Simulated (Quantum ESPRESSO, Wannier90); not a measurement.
# LiTaO₃ (R3c): Wannier90 run

Materials Project entry mp-3666; symmetrised, unrelaxed at this level. COD (Crystallography Open Database) has an entry of this formula and space group (matched by these alone). Method: PBEsol plane waves in Quantum ESPRESSO 7.5 (PseudoDojo norm-conserving files, 68 Ry, no spin polarisation, no spin-orbit coupling), Bloch states on a 6×6×6 mesh through Γ, Wannier90 4.0.1. Density: 8×8×8 mesh, cold smearing 0.01 Ry. Spin-orbit coupling is left out although heavy elements are present.

```
begin unit_cell_cart
ang
   -2.5669800472    4.4461398638    0.0000000000
   -5.1339600944    0.0000000000    0.0000000000
   -2.5669800472    1.4820466213    4.6054330000
end unit_cell_cart
mp_grid = 6 6 6
```

Task: Which shells of neighbouring k-points and which b-vectors and weights does Wannier90 pick for this cell and mesh?

Result: 
```
 *---------------------------------- K-MESH ----------------------------------*
 +----------------------------------------------------------------------------+
 |                    Distance to Nearest-Neighbour Shells                    |
 |                    ------------------------------------                    |
 |          Shell             Distance (Ang^-1)          Multiplicity         |
 |          -----             -----------------          ------------         |
 |             1                   0.227383                      2            |
 |             2                   0.247425                      6            |
 |             3                   0.280095                      6            |
 |             4                   0.383915                      6            |
 |             5                   0.407949                      6            |
 |             6                   0.446199                      6            |
 |             7                   0.454766                      2            |
 |             8                   0.467039                     12            |
       ... (lines left out)
 +----------------------------------------------------------------------------+
 | The b-vectors are chosen automatically                                     |
 | The following shells are used:                       1,  2                 |
 +----------------------------------------------------------------------------+
 |                        Shell   # Nearest-Neighbours                        |
 |                        -----   --------------------                        |
 |                          1               2                                 |
 |                          2               6                                 |
 +----------------------------------------------------------------------------+
 | Completeness relation is fully satisfied [Eq. (B1), PRB 56, 12847 (1997)]  |
 +----------------------------------------------------------------------------+
 |                  b_k Vectors (Ang^-1) and Weights (Ang^2)                  |
 |                  ----------------------------------------                  |
 |            No.         b_k(x)      b_k(y)      b_k(z)        w_b           |
 |            ---        --------------------------------     --------        |
 |             1         0.000000    0.000000    0.227383     7.667673        |
 |             2         0.000000    0.000000   -0.227383     7.667673        |
 |             3        -0.203975   -0.117765   -0.075794     6.008800        |
 |             4         0.000000    0.235530   -0.075794     6.008800        |
 |             5        -0.203975    0.117765    0.075794     6.008800        |
 |             6         0.203975    0.117765    0.075794     6.008800        |
 |             7         0.000000   -0.235530    0.075794     6.008800        |
 |             8         0.203975   -0.117765   -0.075794     6.008800        |
```
